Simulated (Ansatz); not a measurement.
### Question
Name crystals whose computed values (LDA (plane waves, PAW; program Ansatz)) fall in these windows: B₀ by P(V) fit (GPa) 56 to 81; highest Γ mode, no LO–TO term (cm⁻¹) 160 to 200; G_Hill (GPa) 15 to 19.

### Answer


| crystal | B₀ by P(V) fit (GPa) | highest Γ mode, no LO–TO term (cm⁻¹) | G_Hill (GPa) |
|---|---|---|---|
| HgS, zinc blende | 67.3 | 182 | 16.2 |
Others may fit too.

The cell was relaxed under the symmetry of its start. Scalar-relativistic: spin–orbit coupling is off unless named, which matters more the heavier the elements.

Potentials: the later of the program's two PAW sets.
